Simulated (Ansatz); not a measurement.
Relaxed-ion elastic tensor of TaSnO3 (cubic perovskite, space group No. 221) in GPa (Voigt order), plane-wave PAW PBEsol (Ansatz code); density 8.85 g/cm³, 13.04 Å³ per atom.

|  | 1 | 2 | 3 | 4 | 5 | 6 |
|---|---|---|---|---|---|---|
| 1 | 381 | 119 | 119 | 0.0 | 0.0 | 0.0 |
| 2 | 119 | 381 | 119 | 0.0 | 0.0 | 0.0 |
| 3 | 119 | 119 | 381 | 0.0 | 0.0 | 0.0 |
| 4 | 0.0 | 0.0 | 0.0 | 3.8 | 0.0 | 0.0 |
| 5 | 0.0 | 0.0 | 0.0 | 0.0 | 3.8 | 0.0 |
| 6 | 0.0 | 0.0 | 0.0 | 0.0 | 0.0 | 3.8 |

Is the crystal mechanically stable?

Yes: the smallest eigenvalue of C is 3.8 GPa.

Work out the Voigt and Reuss bounds. Is their mean of use?

K_V = 206, K_R = 206; G_V = 54.8, G_R = 6.2 GPa. The bounds lie so far apart that a Hill average or a Debye temperature from it would say little.

Space group Pm-3m (cubic perovskite). The workflow started from an entry of the Crystallography Open Database (COD). Its standing as an ambient phase is unchecked. Symmetry was held in the PBEsol relaxation; of distortions, only those at the zone centre were tested, and some modes there are weakly imaginary. No spin polarisation was allowed. As this level gives no gap, shear constants depend on the k-mesh and smearing (Fermi–Dirac, 0.1 eV here). Scalar-relativistic: spin–orbit coupling is off unless named, which matters more the heavier the elements.

Potentials: the later of the program's two PAW sets.
